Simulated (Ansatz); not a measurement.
## Ta₄W: computed properties

Computed with Ansatz 0.2.0, DFT PBE, scalar-relativistic, plane waves, PAW.

Plane waves to 420 eV, a k mesh through Γ of 16×16×16 on the computed 5-atom cell and Gaussian smearing (0.10 eV); no spin polarisation.

The structure is relaxed at this level of theory with its symmetry kept, and needn't be the ground state of this composition.

```yaml
crystal:
  lattice:
    - [-1.63948, 1.63948, 8.27022]
    - [1.63948, -1.63948, 8.27022]
    - [1.63948, 1.63948, -8.27022]
  atoms:
    - { symbol: Ta, position: [0.59619, 0.59619, 0.00000] }
    - { symbol: Ta, position: [0.19960, 0.19960, 0.00000] }
    - { symbol: Ta, position: [0.80040, 0.80040, 0.00000] }
    - { symbol: Ta, position: [0.40381, 0.40381, 0.00000] }
    - { symbol: W, position: [0.00000, 0.00000, 0.00000] }
```

Question: Formation energy from the elements' standard states (uncorrected)?

Answer: -0.036 eV/atom.

Question: Kohn–Sham band gap?

Answer: none (metal).

Question: Density of states at the Fermi level?

Answer: 5.7 states/eV per cell.

Question: Orbital (Löwdin) character within 0.5 eV of the Fermi level?

Answer: Ta 5d 69 %, W 5d 16 %, unprojected 6 %.

Question: Bader charge by site (e)?

Answer: Ta (2 in the cell) 0.33, Ta (2 in the cell) 0.01, W (1 in the cell) -0.68.

Spin-orbit coupling is left out, which matters for the bands of heavy elements.

The cell was found from a structure generator's guess, not taken from experiment. Löwdin shares on free-atom orbitals overweight diffuse shells.
